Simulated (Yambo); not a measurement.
Yambo run on Cs2LiAlF6 (space group P-3m1, No. 164). The wavefunctions come from this Quantum ESPRESSO step (LDA, PseudoDojo standard norm-conserving files, scalar-relativistic):

```
&CONTROL
  calculation = 'nscf'
  pseudo_dir = './pseudo'
  outdir = './out'
/
&SYSTEM
  ibrav = 0
  nat = 10
  ntyp = 4
  ecutwfc = 84.0
  ecutrho = 336.0
  occupations = 'fixed'
  force_symmorphic = .true.
  nbnd = 192
/
&ELECTRONS
  conv_thr = 1e-08
  diago_full_acc = .true.
  diago_thr_init = 1e-08
/
ATOMIC_SPECIES
Li 6.9400 Li.upf
F 18.9984 F.upf
Al 26.9815 Al.upf
Cs 132.9055 Cs.upf
CELL_PARAMETERS angstrom
  6.297899831000   0.000000000000   0.000000000000
 -3.148949915000   5.454141244000   0.000000000000
  0.000000000000   0.000000000000   5.103300000000
ATOMIC_POSITIONS crystal
Li   0.000000000000   0.000000000000   0.000000000000
F   0.865850000000   0.134150000000   0.281880000000
F   0.134150000000   0.865850000000   0.718120000000
F   0.865850000000   0.731700000000   0.281880000000
F   0.134150000000   0.268300000000   0.718120000000
F   0.268300000000   0.134150000000   0.281880000000
F   0.731700000000   0.865850000000   0.718120000000
Al   0.000000000000   0.000000000000   0.500000000000
Cs   0.333333333000   0.666666667000   0.228660000000
Cs   0.666666667000   0.333333333000   0.771340000000
K_POINTS automatic
3 3 2 0 0 0
```

Yambo input:

```
rim_cut
gw0
dyson
el_el_corr
HF_and_locXC
ppa
em1d
RandQpts= 1000000
RandGvec= 1 Ry
EXXRLvcs= 84 Ry
VXCRLvcs= 336 Ry
Chimod= "HARTREE"
% BndsRnXp
 2 | 191 |
%
NGsBlkXp= 6 Ry
% LongDrXp
 1.0 | 1.0 | 1.0 |
%
PPAPntXp= 27.2114 eV
% GbndRnge
 1 | 191 |
%
GTermKind= "BG"
DysSolver= "n"
ExtendOut
% QPkrange
 1 | 1 | 33 | 34 |
 2 | 2 | 33 | 34 |
%
```

k points by index: 1 = Γ, 2 = A.

Resulting energies as the program prints them:

```
#    K-point    Band    Eo [eV]    E [eV]    E-Eo [eV]    Vxc [eV]    Vnlxc [eV]    Sc|Eo [eV]    Sc|E [eV]    dSc/dw|Eo [eV]    Re(Z)    Im(Z)
#
    1    33    0.000000    -2.609540    -2.609540    -22.44226    -30.44699    4.802079    5.395193    -6.184432    0.814813    -0.001156
    1    34    6.562587    8.109629    1.547042    -8.980179    -4.370074    -2.877273    -3.063063    -3.267767    0.892786    -0.672542E-3
    2    33    -0.099757    -2.721752    -2.621995    -22.22144    -30.22606    4.787003    5.382620    -6.181035    0.814895    -0.001163
    2    34    8.411042    10.09906    1.688018    -9.022288    -4.323041    -2.797550    -3.011229    -3.444422    0.887642    -0.702557E-3
```
(The two width columns are left out.) Convergence of these settings isn't established.

Geometry of the Materials Project entry, not relaxed at this level.

The structure is a Materials Project entry; no match was found in the copy of COD used, and its stability was not checked.
